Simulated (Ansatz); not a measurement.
A geometry of Ti3Al away from equilibrium: step 2 of the relaxation of a relaxed Ti3Al cell shaken by Gaussian noise of σ = 0.08 Å a coordinate. These are PBEsol (plane waves to 420 eV, PAW, scalar-relativistic; Ansatz, a first-principles code) values and carry that method's errors. Γ-centred k-mesh 5×5×11 on the run's cell (coarser than for final values), Fermi–Dirac smearing 0.05 eV. The plane waves were selected for a different cell earlier on the path.

```xyz
8
Lattice="7.4471 -0.1036 -0.0141 -3.8132 6.4727 0.0330 -0.0053 0.0114 2.8289" Properties=species:S:1:pos:R:3 pbc="T T T"
Ti     2.2470    -0.1389    -0.0713
Ti     1.2071     1.9227     1.3835
Ti    -1.0884     1.9348     0.0167
Ti     5.1035    -0.0491     1.3561
Ti     2.5583     4.4991     0.0200
Ti    -2.6050     4.3755     1.3901
Al    -0.0396     4.2099     0.7142
Al     3.6627     2.0486     2.3200
```

Q: What forces act on the atoms (eV/Å)?

A: 
```csv
atom,Fx,Fy,Fz
Ti1,-0.30,-0.10,0.08
Ti2,-0.12,0.07,-0.10
Ti3,-0.04,-0.46,-0.52
Ti4,-0.34,0.14,0.26
Ti5,0.26,0.29,-0.37
Ti6,-0.13,-0.54,0.07
Al7,0.24,0.34,0.05
Al8,0.43,0.25,0.52
```

The path ends in P-62m (No. 189). No spin polarisation in the result.

The end of the path is a generated cell of Ti3Al: the first start was made by placing the elements on the sites of a structure type, and the end was not matched to a known phase here, so it may be hypothetical. Known forms of Ti3Al include space group No. 194.
